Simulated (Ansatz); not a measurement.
The start is a relaxed Be cell, doubled along one cell vector, shaken by Gaussian noise of σ = 0.08 Å a coordinate. The cell and all atomic positions are relaxed at zero pressure with PBE (plane waves to 420 eV, PAW, scalar-relativistic; Ansatz, a program for electronic structure). The first steps use a coarse 16×16×5 k-mesh.

Input geometry:
```
Be
1.0
    2.26449     0.00000     0.00000
   -1.13224     1.96110     0.00000
    0.00000     0.00000     7.12178
Be
4
Cartesian
  0.00386   1.26241   2.65898
  0.11246   1.27676   6.25170
  1.08553   0.60498   0.93764
  1.24767   0.58988   4.47940
```

Q: Does it find its way back to the structure it was made from?

A: It returns to the parent structure, P6₃/mmc (No. 194).

Q: How do the shortest distances between atoms change?

A: The closest pairs of elements (up to four, under 3.6 Å), start → end: Be–Be 2.14 → 2.21 Å.

Q: What band gap does the relaxed structure have at this level?

A: No gap (metallic).

Relaxed structure:

Space group P6₃/mmc (No. 194); a = 2.2646 Å, b = 2.2646 Å, c = 3.5607 Å, α = 90.00°, β = 90.00°, γ = 120.00°

```json
[
 {"atom": "Be", "site": "2d", "symmetry": "-6m2", "x": "0.6667", "y": "0.3333", "z": "0.2500"}
]
```

Final values are on a 23×23×13 k-mesh of the relaxed cell. No spin polarisation in the result.
